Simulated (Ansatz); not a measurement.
## Relaxing a structure of Mg

The start is a generated cell, Mg built in the diamond structure type. The structure is fully relaxed (lattice and positions, P = 0) with r2SCAN (plane waves to 500 eV, PAW, scalar-relativistic; Ansatz, an electronic-structure program). The first steps use a coarse 9×9×9 k-mesh.

Input geometry:
```
CELL_PARAMETERS angstrom
      0.00000     3.14345     3.14345
      3.14345     0.00000     3.14345
      3.14345     3.14345     0.00000
ATOMIC_POSITIONS crystal
  Mg 0.25000 0.25000 0.25000
  Mg 0.00000 0.00000 0.00000
```

- Initial pressure: +5.0 GPa (positive: the cell is compressed)
- Outcome: The space group stays Fd-3m (No. 227) (the run could not lower it); the end is diamond type, with 2 atoms in the primitive cell
- Volume change: +29.9 %, from 31.06 to 40.36 Å³/atom
- Optimiser moves: 7

Relaxed structure:

```cif
data_Mg8
_chemical_formula_sum 'Mg8'
_space_group_name_H-M_alt 'Fd-3m :1'
_space_group_IT_number 227
_space_group_name_Hall 'F 4d 2 3 -1d'
_cell_length_a 6.86056
_cell_length_b 6.86056
_cell_length_c 6.86056
_cell_angle_alpha 90.000
_cell_angle_beta 90.000
_cell_angle_gamma 90.000
loop_
_atom_site_label
_atom_site_type_symbol
_atom_site_symmetry_multiplicity
_atom_site_Wyckoff_symbol
_atom_site_fract_x
_atom_site_fract_y
_atom_site_fract_z
_atom_site_occupancy
Mg1 Mg 8 a 0.00000 0.00000 0.00000 1
```
(The calculation used a cell of 2 atoms; values per cell refer to that cell.)

Final values are on a 12×12×12 k-mesh of the relaxed cell. No spin polarisation in the result.

The run could not lose the symmetry of its start: the end is stationary, and may be a saddle point rather than a minimum.

All atoms sit on sites fixed by symmetry, so only the cell could relax.

The relaxed structure here is a generated cell of Mg: the first start was made by placing the elements on the sites of a structure type, and the end was not matched to a known phase here, so it may be hypothetical. Known forms of Mg include space group No. 194.
